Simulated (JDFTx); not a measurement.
Au(111) slab cut from bulk Au (space group Fm-3m, indices of the conventional cell, lattice of the Materials Project entry mp-81, not re-optimised): 3 atoms in 3 planes, a 1x1 cell of 7.53 Å² (|a| = 2.950, |b| = 2.950 Å), 4.8 Å between the outermost planes, cell height 20.8 Å, 8×8×1 k mesh, Fermi smearing 0.01 Ha, no spin polarisation.

All numbers are PBE, GBRV ultrasoft potentials, plane waves to 20/100 Ha results from a modified build of JDFTx, not measurements. Liquid: linear PCM (GLSSA13), water, 2 M NaCl. The neutral cell holds 33 valence electrons and has two faces of 7.534 Å² each. Last filling lines of the neutral and of a charged run (μ in hartree, zero in the bulk liquid):

```
FillingsUpdate:  mu: -0.184396915  nElectrons: 33.000000
FillingsUpdate:  mu: -0.218291000  nElectrons: 32.874519
```

Working it through: both potentials, by the convention U = −μ/e − 4.44 V vs SHE, the surface charge density and the mean capacitance.

U_pzc = 0.18440 × 27.2114 − 4.44 = 0.58 V; U = 0.21829 × 27.2114 − 4.44 = 1.50 V. The cell has -0.1255 excess electrons, a net charge of 0.1255 e, shared by two faces: σ = 0.1255 e / (2 × 7.534 Å²) = 0.00833 e/Å² = 13.3 μC/cm² (1 e/Å² = 1602.18 μC/cm²). C = σ/(U − U_pzc) = 13.3/0.92 ≈ 14 μF/cm².
